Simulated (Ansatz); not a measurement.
InAs:
```
InAs
1.0
    0.00000     2.84067     2.84067
    2.84067     0.00000     2.84067
    2.84067     2.84067     0.00000
In As
1 1
Direct
  0.50000   0.50000   0.50000
  0.00000   0.00000   0.00000
```

Relaxed with r²SCAN. Special points in fractions of this cell's reciprocal vectors: Γ (0.000, 0.000, 0.000); X (0.500, 0.000, 0.500); U (0.625, 0.250, 0.625); K (0.375, 0.375, 0.750); L (0.500, 0.500, 0.500); W (0.500, 0.250, 0.750).

Problem. List the band energies nearest the Fermi level at these points for DFT-r²SCAN in the program Ansatz with PAW potentials.

Solution. In eV from the Fermi level; about four levels below and three above (degenerate sets whole), none deeper than 8.9 eV; points with the same levels are listed once.

```tsv
k	below	above
Γ	-0.25 -0.25 -0.25	0.09 7.70 7.70 7.70
X	-5.06 -2.74 -2.44 -2.44	4.24 10.20 10.20
U	-5.27 -4.49 -1.74	0.10 6.01 7.38
L	-6.86	0.18 0.18 2.65
W	-4.90 -3.99 -3.99	2.52 4.61 7.42 7.42
```

Space group Fm-3m (rock salt). A made-up cell: these elements were put on the sites of a structure type; the Crystallography Open Database copy checked does not list it. It is not the phase usual at ambient conditions (space group No. 216). The r²SCAN relaxation kept the symmetry of its start; its stability against distortions is not shown here. Scalar-relativistic: spin–orbit coupling is off unless named, which matters more the heavier the elements.

Potentials: the later of the program's two PAW sets.
